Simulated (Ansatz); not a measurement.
Recipe of this trial structure of RuPtC6N6: cyanide-bridged rock-salt net of two metals, 0 guest cations a cell (Fm-3m, No. 225). Its size is a rough estimate.

```cif
data_structure
_symmetry_space_group_name_H-M 'Fm-3m'
_symmetry_Int_Tables_number 225
_cell_length_a 10.1470
_cell_length_b 10.1470
_cell_length_c 10.1470
_cell_angle_alpha 90.000
_cell_angle_beta 90.000
_cell_angle_gamma 90.000
_cell_volume 1044.75
loop_
_atom_site_label
_atom_site_type_symbol
_atom_site_symmetry_multiplicity
_atom_site_Wyckoff_symbol
_atom_site_fract_x
_atom_site_fract_y
_atom_site_fract_z
_atom_site_occupancy
Ru1 Ru 4 a 0.00000 0.00000 0.00000 1
Pt1 Pt 4 b 0.50000 0.00000 0.00000 1
C1 C 24 e 0.18685 0.00000 0.00000 1
N1 N 24 e 0.30216 0.00000 0.00000 1
```

Computed with Ansatz 0.2.0, DFT PBE, scalar-relativistic, plane waves, PAW. Cutoff 420 eV, Gaussian smearing, Γ-centred meshes. Cell and atoms relax first on a coarse mesh and then on a converged one. In between, the cell is made exact in the group found at 0.06 Å. The steps can't lower the symmetry of their start. Collinear spin, starting moments Ru 1.0 μB; they died out on the coarse mesh, so the last step has no spin.

A guess keeps its type if space group and coordination stay and the shape of the cell changes little (axis ratios within about 15 %, angles within 6°); the volume may change.

**Question.** Does this structure survive the relaxation?

**Answer.** It keeps its type. The symmetry stays Fm-3m (No. 225). The volume per atom grows by 4.9 %, from 18.7 to 19.6 Å³. The shortest distance stays 1.17 Å (C–N). Counting neighbours within 15 % of an atom's shortest distance, the start has C 1, N 1, Pt 6, Ru 6 and the end C 1, N 1, Pt 6, Ru 6.

The zero of energy is the elements' standard structures at the same level (N₂ as a molecule); no fitted shifts are applied.

**Question.** At what energy does it end?

**Answer.** +0.380 eV/atom. It can't be a ground state, since the elements alone are lower.

The last run used a 6×6×6 mesh for its 14-atom cell and Gaussian smearing of 0.02 eV. Spin–orbit coupling, which can matter for Pt, is left out. The reference form of C is held partly by dispersion forces, which this level lacks. A structure relaxed within its symmetry needn't be a true minimum.
